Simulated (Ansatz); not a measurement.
SnO:
```yaml
crystal:
  lattice:
    - [3.29959, 0.00000, 0.00000]
    - [0.00000, 5.73577, 0.00000]
    - [0.00000, 0.00000, 4.14973]
  atoms:
    - { symbol: Sn, position: [0.00000, 0.22785, 0.50999] }
    - { symbol: Sn, position: [0.50000, 0.77215, 0.00999] }
    - { symbol: O, position: [0.00000, 0.89907, 0.74001] }
    - { symbol: O, position: [0.50000, 0.10093, 0.24001] }
```

Relaxed with r²SCAN+D4. Special points in fractions of this cell's reciprocal vectors: Γ (0.000, 0.000, 0.000); X (0.500, 0.000, 0.000); S (0.500, 0.500, 0.000); Y (0.000, 0.500, 0.000); Z (0.000, 0.000, 0.500); U (0.500, 0.000, 0.500); R (0.500, 0.500, 0.500); T (0.000, 0.500, 0.500).

Problem. List the band energies nearest the valence-band maximum at these points for DFT-r²SCAN+D4 in the program Ansatz with PAW potentials.

Solution. In eV from the valence-band maximum; about four levels below and three above (degenerate sets whole), none deeper than 8.9 eV; points with the same levels are listed once.

```csv
k,below,above
Γ,-4.02 -2.98 -2.34 -0.01,3.10 3.60 6.45
X,-3.00 -3.00 -1.30 -1.30,2.91 2.91 6.21 6.21
S,-3.05 -3.05 -0.98 -0.98,2.27 2.27 6.96 6.96
Y,-4.09 -3.00 -1.90 -1.68,3.73 4.50 5.40
Z,-3.60 -3.60 -1.94 -1.94,3.06 3.06 5.82 5.82
U,-3.42 -3.42 -1.02 -1.02,2.39 2.39 4.90 4.90
R,-3.66 -3.66 -0.49 -0.49,2.73 2.73 4.54 4.54
T,-3.29 -3.29 -1.67 -1.67,2.22 2.22 6.60 6.60
```

Space group Pmn2_1. The workflow started from a Materials Project entry (that database holds measured and hypothetical structures alike); the Crystallography Open Database copy checked does not list it. It is not the phase usual at ambient conditions (space group No. 129). Symmetry was held in the r²SCAN+D4 relaxation; whether a distortion lowers the energy is not shown. Scalar-relativistic: spin–orbit coupling is off unless named, which matters more the heavier the elements.

Potentials: the later of the program's two PAW sets.
